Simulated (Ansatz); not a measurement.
Relaxed CdTe (zinc blende):

```yaml
crystal:
  lattice:
    - [0.00000, 3.27881, 3.27881]
    - [3.27881, 0.00000, 3.27881]
    - [3.27881, 3.27881, 0.00000]
  atoms:
    - { symbol: Te, position: [0.75000, 0.75000, 0.75000] }
    - { symbol: Cd, position: [0.00000, 0.00000, 0.00000] }
```

Computed with r2SCAN (plane waves to 500 eV, PAW, scalar-relativistic; Ansatz, a first-principles code). k mesh 7×7×7 (Γ-centred), Fermi-Dirac smearing 0.05 eV. CdTe was relaxed with its symmetry unable to fall. Spin-orbit coupling is left out, though Te is heavy.

One atom of the cell was then moved (with its periodic images), all else fixed, and the forces (eV/Å) came out as:

```
atom     Fx     Fy      Fz
----  -----  -----  ------
Te1   0.000  0.000   0.228
Cd2   0.000  0.000  -0.228
```

With two atoms only their relative shift counts; take Cd2 as fixed.

Question: Which atom was moved, and by which vector (Å)?

Answer: Te1, by (0.00, 0.00, -0.06), 0.06 Å in all.

(A displaced cell: forces are minus the slopes of the energy, force constants its curvatures, and phonons follow from these.)
